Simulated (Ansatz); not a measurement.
BeSe (zinc blende)

```
CELL_PARAMETERS angstrom
      0.00000     2.58889     2.58889
      2.58889     0.00000     2.58889
      2.58889     2.58889     0.00000
ATOMIC_POSITIONS crystal
  Se 0.75000 0.75000 0.75000
  Be 0.00000 0.00000 0.00000
```

The slice is a {111} plane (indices of the conventional cell) through the point (0.750, 0.750, 0.750) (fractional), spanned by u = [100] and v = [-1 2 0] in vectors of this cell: u (3.66 Å) and v (6.34 Å, at 90° to u). It covers one period; positions are fractions (u, v).

Computed with PBE (plane waves to 420 eV, PAW, scalar-relativistic; Ansatz, a program for electronic structure). k mesh 11×11×11. Inside the PAW spheres the values are not all-electron values, and peaks at nuclei hang on which shells count as valence. BeSe was relaxed with its symmetry unable to fall.

Task: Sketch the electrostatic potential energy of an electron, from the cell's mean on this plane as a map.

Result: 
```
|xxxxxxxxxx004477888888774400xxxxxxxx|
|xxxxxxxx0000558888998888550000xxxxxx|
|xxxxxxxx0033778899999988773300xxxxxx|
|xxxxxx00226688999999999988662200xxxx|
|000000225577889999999999887755220000|
|222233557788999999999999998877553322|
|223344667788999999999999998877664433|
|001133556688888899999988888866553311|
|xxxx113355777777777777777777553311xx|
|xxxxxx22556666554433445566665522xxxx|
|xxxxxx22444422000000000022444422xxxx|
|xxxxxx22331100xxxxxxxxxx00113322xxxx|
|xx0022331100xxxxxxxxxxxxxx0022332200|
|333344330000xxxxxxxxxxxxxx0000334433|
|5555553300xxxxxxxxxxxxxxxxxx00335555|
|7777664400xxxxxxxxxxxxxxxxxx00446677|
|8888774400xxxxxxxxxxxxxxxxxx00447788|
|998888550000xxxxxxxxxxxxxx0000558888|
|999988773300xxxxxxxxxxxxxx0033778899|
|99999988662200xxxxxxxxxx002266889999|
|999999887755220000000000225577889999|
|999999998877553322222233557788999999|
|999999998877664433223344667788999999|
|999988888866553311001133556688888899|
|7777777777553311xxxxxx11335577777777|
|33445566665522xxxxxxxxxx225566665544|
|00000022444422xxxxxxxxxx224444220000|
|xxxxxx00113322xxxxxxxxxx22331100xxxx|
|xxxxxxxx0022332200xx0022331100xxxxxx|
|xxxxxxxx0000334433333344330000xxxxxx|
|xxxxxxxxxx003355555555553300xxxxxxxx|
|xxxxxxxxxx004466777777664400xxxxxxxx|
```
Scale: ten equal steps from -2.00 (start of '0') to 6.35 (end of '9'), in the order '0123456789'. Values: electrostatic potential energy of an electron, from the cell's mean, in eV. The map has 18 points along u (two characters each, u = 0 at the left) and 32 along v (v = 0 in the bottom row). Points within 0.9 Å of a nucleus are blanked (x), as the pseudised field means little there. Values under -2 eV are set to -2. The zero, the cell's mean, hangs on the PAW cores.
